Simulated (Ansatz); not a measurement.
## Br, a known structure type with other elements, at an estimated volume

```
Br
1.0
     2.58336    1.76262    0.00000
     2.58336   -1.76262    0.00000
     0.00000    0.00000   -8.11440
Br
4
Direct
  0.19400 0.80600 0.87200
  0.30600 0.69400 0.37200
  0.80600 0.19400 0.12800
  0.69400 0.30600 0.62800
```

Level: r2SCAN, no spin polarisation; 500 eV; 11×11×4 Γ-centred mesh; fermi-dirac occupations (width 0.1 eV); Ansatz 0.2.0, fixed geometry.

- Contacts: Br–Br at 2.49 Å: least valence density 0.54 e/Å³ and ELF 0.56 there. Both are smooth PAW fields, read partly inside the augmentation spheres.
- Forces: The largest is on Br1 (and as large on other atoms): 1.13 eV/Å, components (0.00, -0.27, -1.10). It makes 19° with the line to a nearest neighbour, Br3 at 2.49 Å, pointing towards it.
- Electronic structure: It is a metal on this mesh, though the bands barely overlap, with about 0.34 states/eV a cell as the mean within 0.25 eV of the Fermi level, mostly Br p (96 %).
- Stress: The pressure is 31.6 GPa (compression positive), so with the atoms held at these fractions the cell would first expand; the forces are large, so a full relaxation may end otherwise. The principal stresses 24.4, 30.5, 39.8 GPa differ, so its shape would change too.

Origin: a known structure type with other elements, at an estimated volume, so it need not be a known compound. Caveats: atoms or cell far from equilibrium.

It took 52 s on 1 thread of Arm Neoverse V2, on a shared host, peak memory 0.54 GiB, starting from a saved density. The time holds forces, stress, Bader, DOS, bands, ELF.
